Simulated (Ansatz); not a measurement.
BeS:
```xyz
6
Lattice="3.4370 0.0000 0.0000 -1.7185 2.9766 0.0000 0.0000 0.0000 7.8050" Properties=species:S:1:pos:R:3 pbc="T T T"
Be     1.7185     0.0000     0.0000
Be    -0.8593     1.4883     2.6017
Be     0.8593     1.4883     5.2033
S      1.7185     0.0000     3.9025
S     -0.8593     1.4883     6.5041
S      0.8593     1.4883     1.3008
```

Tensor components refer to the Cartesian frame of this cell.

### Question
Give the proper piezoelectric stress tensor with relaxed ions from r²SCAN+D4 (plane waves, PAW; program Ansatz).

### Answer
In C/m², rows x, y, z, Voigt columns; mesh uncertainty up to 0.00.
```
 0.00   0.00   0.00   0.18   0.00   0.00
 0.00   0.00   0.00   0.00  -0.18   0.00
 0.00   0.00   0.00   0.00   0.00   0.00
```

The elastic tensor of the same run (GPa):

```
 207  56.2  50.2   0.0   0.0   0.0
56.2   207  50.2   0.0   0.0   0.0
50.2  50.2   228   0.0   0.0   0.0
 0.0   0.0   0.0  70.5   0.0   0.0
 0.0   0.0   0.0   0.0  70.5   0.0
 0.0   0.0   0.0   0.0   0.0  75.4
```

### Question
Convert to strain constants d = e·S.

### Answer
In pC/N:
```
 0.0   0.0   0.0   2.6   0.0   0.0
 0.0   0.0   0.0   0.0  -2.6   0.0
 0.0   0.0   0.0   0.0   0.0   0.0
```

Space group P6_422. The start of the workflow was typed in or built on a structure type; neither database checked (COD, Materials Project) lists it. COD files the formula under space group No. 216, so this cell is another polymorph or a model. Whether it is the stable phase at ambient conditions was not checked. The r²SCAN+D4 relaxation kept the symmetry of its start; whether a distortion lowers the energy is not shown.

Potentials: the later of the program's two PAW sets.
